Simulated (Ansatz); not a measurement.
MnO:
```yaml
crystal:
  lattice:
    - [3.30627, 0.00000, 0.00000]
    - [0.00000, 5.30049, 0.00000]
    - [0.00000, 0.00000, 5.46311]
  atoms:
    - { symbol: Mn, position: [0.50000, 0.18699, 0.01291], spin: 4.2 }
    - { symbol: Mn, position: [0.50000, 0.81301, 0.51291], spin: 4.2 }
    - { symbol: O, position: [0.50000, 0.16024, 0.37352] }
    - { symbol: O, position: [0.50000, 0.83976, 0.87352] }
    - { symbol: Mn, position: [0.00000, 0.68699, 0.01291], spin: -4.2 }
    - { symbol: Mn, position: [0.00000, 0.31301, 0.51291], spin: -4.2 }
    - { symbol: O, position: [0.00000, 0.66024, 0.37352] }
    - { symbol: O, position: [0.00000, 0.33976, 0.87352] }
```

Relaxed with PBEsol. Special points in fractions of this cell's reciprocal vectors: Γ (0.000, 0.000, 0.000); X (0.500, 0.000, 0.000); S (0.500, 0.500, 0.000); Y (0.000, 0.500, 0.000); Z (0.000, 0.000, 0.500); U (0.500, 0.000, 0.500); R (0.500, 0.500, 0.500); T (0.000, 0.500, 0.500).

**Question.** List the band energies nearest the Fermi level at these points for plane-wave PAW PBEsol (Ansatz code).

**Answer.** In eV from the Fermi level; about four levels below and three above (degenerate sets whole), none deeper than 8.9 eV; points with the same levels are listed once.

```tsv
k	below	above
Γ ↑	-0.59 -0.18 -0.12 0.00	1.61 1.84 1.92
X ↑	-1.35 -1.33 -0.84 -0.67	1.52 1.57 1.83
S ↑	-1.26 -1.22 -0.96 -0.24	1.51 1.57 1.76
Y ↑	-0.57 -0.32 -0.31 -0.21	1.54 1.85 1.85
Z ↑	-0.37 -0.37 -0.06 -0.06	1.84 1.84 2.00 2.00
U ↑	-1.27 -1.27 -1.27 -1.27 -0.85 -0.85	1.64 1.64 1.96 1.96
R ↑	-1.10 -1.10 -0.46 -0.46	1.59 1.59 1.88 1.88
T ↑	-0.49 -0.49 -0.17 -0.17	1.99 1.99 2.16 2.16
```

Space group Cmc2_1. The workflow started from an entry of the Crystallography Open Database (COD); the relaxed space group is not among those it files for this formula. It is not the phase usual at ambient conditions (space group No. 225). The PBEsol relaxation kept the symmetry of its start, as lowered by the spin order; whether a distortion lowers the energy is not shown. Spin order of the final state: antiferromagnetic, chosen from 5 collinear starts compared on coarse meshes (ties went to the first, and starts can fall back to one state), not a proven ground state. No Hubbard U is applied. The compound may be a true metal, but semilocal functionals without U, or a wrong spin order, can also close a gap. Point labels and valley counts follow the cell and symmetry of the run, lower than the named group. The Fermi level of a semimetal is unsure by some 0.05 eV on such meshes.

Potentials: the later of the program's two PAW sets.
